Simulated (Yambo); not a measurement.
Material: MoS2 (space group R3m, No. 160); a = b = c = 6.2665 Å, α = β = γ = 29.15° (3 atoms in the cell). Cell and atoms were relaxed with PBE+D3(BJ) from Materials Project entry mp-1434, within its symmetry.

With PBEsol (pw.x of Quantum ESPRESSO, ONCV potentials, with spin-orbit coupling), the gap between the mesh's edge points (Z → (0, 0.25, -0.25)) is 1.023 eV.

Estimate the G0W0 gap between the same points from Yambo (4×4×4 Γ-centred k mesh, bands 3 to 214 and a 8 Ry block in the screening, 214 bands in G with the Bruneval-Gonze terminator, plasmon pole fitted at 27.2 eV).

The correction is 0.499 eV, giving 1.522 eV, 1.5 times the PBEsol value. The mesh misses a band edge: along a dense path the PBEsol gap is 0.70 eV against 1.02 eV on the mesh. Convergence of the G0W0 settings was not tested.
